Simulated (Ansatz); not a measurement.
Bands of HfH$_{2}$

```yaml
crystal:
  lattice:
    - [-1.73071, 1.73071, 2.14480]
    - [1.73071, -1.73071, 2.14480]
    - [1.73071, 1.73071, -2.14480]
  atoms:
    - { symbol: Hf, position: [0.00000, 0.00000, 0.00000] }
    - { symbol: H, position: [0.25000, 0.75000, 0.50000] }
    - { symbol: H, position: [0.75000, 0.25000, 0.50000] }
```

Atom numbers follow the list: Hf1, H2, H3.

Conventional cell: a = 3.461 Å, b = 3.461 Å, c = 4.290 Å, α = 90.00°, β = 90.00°, γ = 90.00°. Hf (atom 1) is surrounded by 8 H at 2.04 Å. H (atom 2) is surrounded by 4 Hf at 2.04 Å and 2 H at 2.14 Å.

The cell is the one relaxed in the Materials Project (mp-27731), not relaxed further here; entries there can be hypothetical.

No spin–orbit coupling, which matters for the heavy atoms here.

Theory: DFT, LDA, all-electron LAPW, scalar-relativistic (Ansatz 0.2.0).

Numerical set-up: a Γ-centred 15×15×15 k mesh, Fermi–Dirac smearing of 0.03 eV, basis error target 0.5 meV/atom, no spin polarisation.

Points in fractions of the reciprocal vectors of this cell: Γ (0, 0, 0), X (0, 0, 0.5), P (0.25, 0.25, 0.25), N (0, 0.5, 0), M (0.5, 0.5, -0.5), S (0.413, 0.587, -0.413), S0 (-0.413, 0.413, 0.413). The path joins them by straight lines in the order Γ–X–P–N–Γ–M–S–S0–Γ; legs that retrace an earlier one aren't tabulated. Energies are in eV from the Fermi level.

Problem. Is there a gap?

Solution. none: bands cross the Fermi level, a metal.

Problem. List the levels between -5 and 2.5 eV at the symmetry points.

Solution. 
Γ: -0.96, -0.53 (×2), 0.33, 1.77
X: -4.21
P: -2.44, 1.30
N: -0.93, 0.60
M: -4.05, -3.88
S: -4.44, -3.42
S0: -4.44, -3.42
